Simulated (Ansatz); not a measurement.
IrO2 (rutile)

```yaml
crystal:
  lattice:
    - [4.47181, 0.00000, 0.00000]
    - [0.00000, 4.47181, 0.00000]
    - [0.00000, 0.00000, 3.15362]
  atoms:
    - { symbol: Ir, position: [0.00000, 0.00000, 0.00000] }
    - { symbol: Ir, position: [0.50000, 0.50000, 0.50000] }
    - { symbol: O, position: [0.30879, 0.30879, 0.00000] }
    - { symbol: O, position: [0.80879, 0.19121, 0.50000] }
    - { symbol: O, position: [0.19121, 0.80879, 0.50000] }
    - { symbol: O, position: [0.69121, 0.69121, 0.00000] }
```

E(V) scan at fixed shape, V₀ the volume above. The atoms relax within the cell's symmetry.

Calculation: PBEsol (plane waves to 420 eV, PAW, scalar-relativistic; Ansatz, a program for electronic structure). k mesh 11×11×15 (Γ-centred), Fermi-Dirac smearing 0.05 eV. E stands for the smeared free energy. Stress and pressure are positive under compression. With the shape held, the modulus is that of even scaling; a crystal free to change shape is softer. IrO2 is run without spin polarisation and with no Hubbard U. IrO2 was relaxed with its symmetry unable to fall. Spin-orbit coupling is left out, though Ir is heavy. ΔE is measured from the relaxed starting cell. The last digit holds for this mesh only.

```
V (Å³/atom)  ΔE (meV/atom)
-----------  -------------
9.459                123.1
9.635                 82.5
9.810                 51.0
9.985                 27.7
10.160                11.9
10.335                 2.9
10.511                 0.0
10.686                 2.7
10.861            withheld
11.036                22.8
11.211                39.4
11.386                59.7
11.562                83.4
```

**Question.** Fit a third-order Birch-Murnaghan form (E₀, V₀, B₀, B₀′ free) to the given rows and predict ΔE at V = 10.861.

**Answer.** Least squares on the 12 given rows: ΔE = E₀ + (9V₀B₀/16)·y²·[2 + (B₀′ − 4)y], y = (V₀/V)^(2/3) − 1, with V₀ = 10.511 Å³/atom, B₀ = 305.8 GPa (160.2 GPa = 1 eV/Å³; the term in eV is multiplied by 1000), B₀′ = 4.81, E₀ = 0.02 meV/atom; root-mean-square residual 0.08 meV/atom. At 10.861 the fit gives 10.5 meV/atom; the calculation gives 10.5 meV/atom, the same to the digits shown. For the pressure the fit gives -9.3 GPa against the computed -9.3 GPa.

(Under strain, the slope of the energy per volume gives the stress and its curvature an elastic modulus.)
